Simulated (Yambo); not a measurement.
G0W0@LDA for NaRhS$_{2}$O$_{8}$ (space group C2/m, No. 12) in Yambo. Reference settings: 2×2×2 Γ-centred k mesh, bands 6 to 233 and a 7 Ry block in the screening, 233 bands in G with the Bruneval-Gonze terminator, plasmon pole fitted at 27.2 eV. The LDA gap (0, -0.5, -0.5) → (0, -0.5, 0) on this mesh is 1.08 eV; G0W0 gaps are taken between the same points.

The settings were changed. The gap went from 3.35 eV to 3.52 eV, and the shift of the valence edge from -0.74 eV to -0.63 eV.

Question: Which change was made?
A) 71 bands in W, 71 bands in G, 3 Ry block
B) 100 bands in W, 100 bands in G, 4 Ry block
C) 100 bands in W, 100 bands in G, 2 Ry block
D) 71 bands in W, 71 bands in G, 2 Ry block

Answer: B, 100 bands in W, 100 bands in G, 4 Ry block. The others gave (gap, valence shift): 71 bands in W, 71 bands in G, 2 Ry block: 4.11, -1.03 eV; 71 bands in W, 71 bands in G, 3 Ry block: 3.69, -0.72 eV; 100 bands in W, 100 bands in G, 2 Ry block: 4.04, -1.01 eV.

Spin-orbit coupling is not included.

Geometry of the Materials Project entry, not relaxed at this level; primitive cell a = 4.7686 Å, b = 4.7686 Å, c = 7.2179 Å, α = 92.37°, β = 92.37°, γ = 66.57°.

The structure is a Materials Project entry; no match was found in the copy of COD used, and its stability was not checked.

A shift is the quasiparticle energy of the state minus its LDA energy.
